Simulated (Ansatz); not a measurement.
## Ga4Sb3P (ordering on zincblende): the band gap by level of theory

All numbers come from Ansatz. The calculation is non-magnetic, and the structure need not be a phase that has been made.

Ga4Sb3P, ordered on the zincblende lattice (R3m) with 8 atoms a cell, relaxed with r2SCAN. The symmetry is R3m (No. 160, trigonal); conventional cell a = 4.226 Å, c = 41.348 Å, 26.65 Å³ an atom. P is surrounded by 4 Ga at 2.36–2.53 Å; Sb is surrounded by 4 Ga at 2.61–2.66 Å; Sb is surrounded by 4 Ga at 2.62–2.64 Å; Ga is surrounded by 3 P at 2.53 Å and 1 Sb at 2.66 Å; Ga is surrounded by 4 Sb at 2.61–2.64 Å; Ga is surrounded by 4 Sb at 2.62–2.64 Å; Ga is surrounded by 1 P at 2.36 Å and 3 Sb at 2.62 Å.

Relaxed lattice by functional, symmetry kept:

| functional | k mesh | a (Å) | c (Å) | volume (Å³/atom) |
| --- | --- | --- | --- | --- |
| PBE | 6×6×6 | 4.279 | 41.847 | 27.65 |
| r2SCAN | 6×6×6 | 4.226 | 41.348 | 26.65 |

Band edges at fixed r2SCAN geometry:
```json
{"level": "PBE", "k mesh": "8×8×8", "gap (eV)": "none (overlap 0.13)", "kind": "–", "edges": "–", "least direct gap (eV)": "–"}
{"level": "PBE+SOC", "k mesh": "8×8×8", "gap (eV)": "0.09", "kind": "indirect", "edges": "Γ → T", "least direct gap (eV)": "0.22"}
{"level": "r2SCAN", "k mesh": "8×8×8", "gap (eV)": "none (overlap 0.11)", "kind": "–", "edges": "–", "least direct gap (eV)": "–"}
```
All runs use a smearing of 0.02 eV.
Wave cutoffs: 420 eV, 500 eV (r2SCAN).

r2SCAN gives no gap: the lowest nominally empty band dips 0.11 eV below the top of the last filled one (its bottom at T, the top at Γ), so the cell is a metal or semimetal at this level. PBE+SOC gives an indirect gap of 0.09 eV, from Γ to T; the least direct gap is 0.22 eV at Γ.

The levels disagree on the kind of gap: indirect with PBE+SOC; no gap with PBE, r2SCAN.

Only the levels marked +SOC include spin-orbit coupling.

Small gaps with spin-orbit coupling can be splittings of inverted bands, not the fundamental gap; semilocal functionals often invert bands that the real crystal keeps in order.
